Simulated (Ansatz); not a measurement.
A geometry of Hf$_{3}$N$_{4}$ away from equilibrium: the start of the relaxation of a generated trial cell of Hf3N4 in the beta-Si3N4 structure type. Computed with PBE (plane waves to 420 eV, PAW, scalar-relativistic; Ansatz, a quantum-chemistry and plane-wave program). Γ-centred k-mesh 3×3×6 on the run's cell (coarser than for final values), Fermi–Dirac smearing 0.05 eV.

```xyz
14
Lattice="8.6461 0.0000 0.0000 -4.3230 7.4877 0.0000 0.0000 0.0000 3.3036" Properties=species:S:1:pos:R:3 pbc="T T T"
Hf    -1.8079     5.7551     0.8259
Hf     0.2430     3.0445     0.8259
Hf     1.5649     6.1759     0.8259
Hf     6.1309     1.7327     2.4777
Hf     4.0801     4.4432     2.4777
Hf     2.7581     1.3119     2.4777
N      2.7175     0.2321     0.8259
N      7.0863     2.2373     0.8259
N      3.1653     5.0183     0.8259
N      1.6056     7.2556     2.4777
N     -2.7633     5.2504     2.4777
N      1.1577     2.4695     2.4777
N      0.0000     4.9918     0.8259
N      4.3230     2.4959     2.4777
```

Problem. Which atoms carry the largest force, and which way does it point?

Solution. 0.46 eV/Å, on Hf1, Hf2, Hf3, Hf4, Hf5, Hf6, N7, N8 and others (atoms numbered as listed); on Hf2 its components are (0.26, -0.38, 0.00).

Problem. What is the pressure?

Solution. +25.0 GPa, compression positive.

No spin polarisation in the result.

The run could not lose the symmetry of its start: the end is stationary, and may be a saddle point rather than a minimum.

The end of the path is a generated cell of Hf3N4: the first start was made by placing the elements on the sites of a structure type, and the end was not matched to a known phase here, so it may be hypothetical.
